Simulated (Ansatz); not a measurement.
# Structures of Zr$_{3}$S$_{2}$: which is lowest?

Plane-wave DFT in Ansatz with scalar-relativistic PAW potentials, cutoff 420 eV, Γ-centred meshes chosen by cell and gap, Gaussian smearing with energies taken to zero width. Every cell was relaxed (cell and atoms) in a run of its own, within the symmetry of its start. Functional: PBE.

Relaxed structures (starts from databases or built by putting these elements on another compound's sites):
A. P-3m1, 5 atoms in the computed cell, a = 4.133 Å, c = 6.418 Å; sites (symmetry × multiplicity) Zr -3m. × 1 + 3m. × 2, S 3m. × 2; start: built
B. Cmc2_1, 10 atoms in the computed cell, a = 8.437 Å, b = 6.807 Å, c = 6.979 Å; sites (symmetry × multiplicity) Zr 1 × 8 + m.. × 4, S m.. × 4 + m.. × 4; start: built
C. R-3m, 5 atoms in the computed cell, a = 3.614 Å, c = 25.756 Å; sites (symmetry × multiplicity) Zr -3m × 3 + 3m × 6, S 3m × 6; start: built
D. R32, 5 atoms in the computed cell, a = 5.790 Å, c = 10.441 Å; sites (symmetry × multiplicity) Zr .2 × 9, S 3. × 6; start: database
E. R-3c, 10 atoms in the computed cell, a = 6.196 Å, c = 17.894 Å; sites (symmetry × multiplicity) Zr .2 × 18, S 3. × 12; start: built

Q: Rank them by energy. Could pressure change the order?

A:
```csv
structure,group,E − E(lowest) (meV/atom),V (Å³/atom),gap on mesh (eV)
E,R-3c,0.0,19.83,0.00
C,R-3m,5.7,19.42,0.00
D,R32,106,20.21,0.00
A,P-3m1,240,18.99,0.00
B,Cmc2_1,353,20.04,0.00
```

E is lowest, 6 meV/atom under C. A is denser by 0.85 Å³/atom, so pressure favours it: ΔE/ΔV, with ΔE in eV and 1 eV/Å³ = 160.2 GPa, gives about 45 GPa for equal enthalpy if both cells were rigid; at such pressures compression changes ΔV much, so this is a scale only. Other structures may lie lower than all of these, and vibrations aren't counted.